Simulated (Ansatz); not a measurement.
SnTe (rock salt), relaxed and computed with several functionals in Ansatz (plane waves, PAW).

```csv
functional,a (Å),gap (eV),B₀ by P(V) fit (GPa)
PBE,6.410,0.05,40.2
HSE06,6.364,0.23,43.4
r²SCAN,6.376,0.14,43.8
```

Unstable at this level: SnTe, rock salt with r²SCAN. All cells were relaxed under the symmetry of their starts (and spin orders); stability against distortions was not tested throughout. Scalar-relativistic: spin–orbit coupling is off unless named, which matters more the heavier the elements.

Potentials: the earlier of the program's two PAW sets. The files were generated under PBE; for other functionals the program regenerates the frozen cores, and for LDA and PBEsol the local potential too.

Ansatz (a first-principles code) is a plane-wave DFT program.
